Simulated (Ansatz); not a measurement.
GaAs (zinc blende)

```
CELL_PARAMETERS angstrom
      0.00000     2.87304     2.87304
      2.87304     0.00000     2.87304
      2.87304     2.87304     0.00000
ATOMIC_POSITIONS crystal
  As 0.75000 0.75000 0.75000
  Ga 0.00000 0.00000 0.00000
```

The relaxed cell is deformed in two ways at once: its volume V is scaled, and at that volume it is stretched along z (the c axis of the conventional cell) so that c/a changes. Fractional atomic positions are held.

The numbers are results of PBE (plane waves to 420 eV, PAW, scalar-relativistic; Ansatz, a program for electronic structure), not measurements. k mesh 10×10×10 (Γ-centred), Fermi-Dirac smearing 0.05 eV. The energy includes the smearing's −TS. GaAs was relaxed with its symmetry unable to fall. The PAW data are Ansatz's earlier set. The zero of ΔE is the relaxed starting cell.

```
ΔE (eV/atom)          V/V₀ = 0.960  V/V₀ = 0.980  V/V₀ = 1.000  V/V₀ = 1.020  V/V₀ = 1.040
--------------------  ------------  ------------  ------------  ------------  ------------
(c/a)/(c/a)₀ = 0.880        0.0457        0.0405        0.0392        0.0415        0.0469
(c/a)/(c/a)₀ = 0.940        0.0175        0.0118        0.0100        0.0118    (withheld)
(c/a)/(c/a)₀ = 1.000        0.0077        0.0019        0.0000        0.0017        0.0066
(c/a)/(c/a)₀ = 1.060        0.0179    (withheld)        0.0103    (withheld)        0.0170
(c/a)/(c/a)₀ = 1.120    (withheld)        0.0430        0.0413        0.0432    (withheld)
```

### Question
Some entries are withheld; supply them.

### Answer

- (c/a)/(c/a)₀ = 0.940, V/V₀ = 1.040: 0.0168
- (c/a)/(c/a)₀ = 1.060, V/V₀ = 0.980: 0.0121
- (c/a)/(c/a)₀ = 1.060, V/V₀ = 1.020: 0.0121
- (c/a)/(c/a)₀ = 1.120, V/V₀ = 0.960: 0.0486
- (c/a)/(c/a)₀ = 1.120, V/V₀ = 1.040: 0.0482

(A scan under strain: stresses follow from slopes of the energy per volume, elastic moduli from its curvatures.)
